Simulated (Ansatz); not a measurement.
## Which element?

Cell vectors (Å):

```
0.0000 2.1071 2.1071
2.1071 0.0000 2.1071
2.1071 2.1071 0.0000
```

```tsv
atom	a	b	c
X	0.0000	0.0000	0.0000
O	0.5000	0.5000	0.5000
```

Level of theory: PBEsol, all-electron LAPW in Ansatz 0.2.0, scalar-relativistic. k mesh 10×10×10, fine mesh 16×16×16, fixed occupations, lines of 0.1 eV.

Independent-particle optical response of a crystal from Kohn-Sham bands on the fine mesh, no local fields or excitons; Cartesian axes as in the cell vectors.

```json
{
 "Fine mesh": "16, 16, 16",
 "Line width": "0.1 eV",
 "Further gaussian width": "0.3 eV"
}
```

```csv
photon energy (eV),dielectric imag xx
1.2,0
2.4,0
3.6,0
4.8,0.35
6,0.97
7.2,1.44
8.4,3.27
9.6,3.03
10.8,5.04
12,3.32
13.2,2.24
14.4,2.74
15.6,3.2
16.8,2.44
18,2.24
19.2,0.78
20.4,0.78
21.6,0.6
22.8,0.42
24,0.33
25.2,0.25
26.4,0.2
27.6,0.21
28.8,0.21
30,0.4
```

Task: All X atoms are one element. Which one was computed?

Result: Mg; the crystal is MgO (Fm-3m).

Keep in mind: semilocal gaps are low, and what follows the gap (onsets, screening, light masses) shifts with it; spectra summed at the mesh points alone.
